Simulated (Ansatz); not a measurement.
Method: PBE, no spin polarisation; PAW, plane waves to 420 eV, 9×9×9 Γ-centred mesh, fermi-dirac occupations (width 0.1 eV) (Ansatz 0.2.0), atoms fixed.

Computed maps in the lattice plane spanned by a (left to right, 4.03 Å, 12 points from zero) and b (bottom to top, 4.03 Å, 12 points from zero), 90° apart, at height 0.500 along c. The fields are smooth PAW ones with compensation charges, not the true ones near nuclei.

Valence density. Digits on a logarithmic scale: 0 up to 0.03 e/Å³, each further digit a factor of 1.6, 9 from 1.3 e/Å³ up:
```
689998655555
799999755555
799999755555
799999755555
689998655555
567776567776
655555689998
755555799999
755555799999
755555799999
655555689998
567776567776
```

Problem. The cell is Ag₂Ge₂Ir. Which atoms lie within 0.2 Å of this plane, and where (fractions of a and b)?

Solution. Ag at (0.75, 0.25), Ag at (0.25, 0.75). The whole cell:
```
Ir Ag Ge
1.0
     0.00000    4.03307    0.00000
     4.03307    0.00000    0.00000
     2.01653    2.01653   -5.08538
Ir Ag Ge
1 2 2
Direct
  0.00000 0.00000 0.00000
  0.75000 0.25000 0.50000
  0.25000 0.75000 0.50000
  0.37800 0.37800 0.24400
  0.62200 0.62200 0.75600
```

Origin: a known structure type with other elements, at an estimated volume, so it need not be a known compound. Caveats: atoms or cell far from equilibrium.
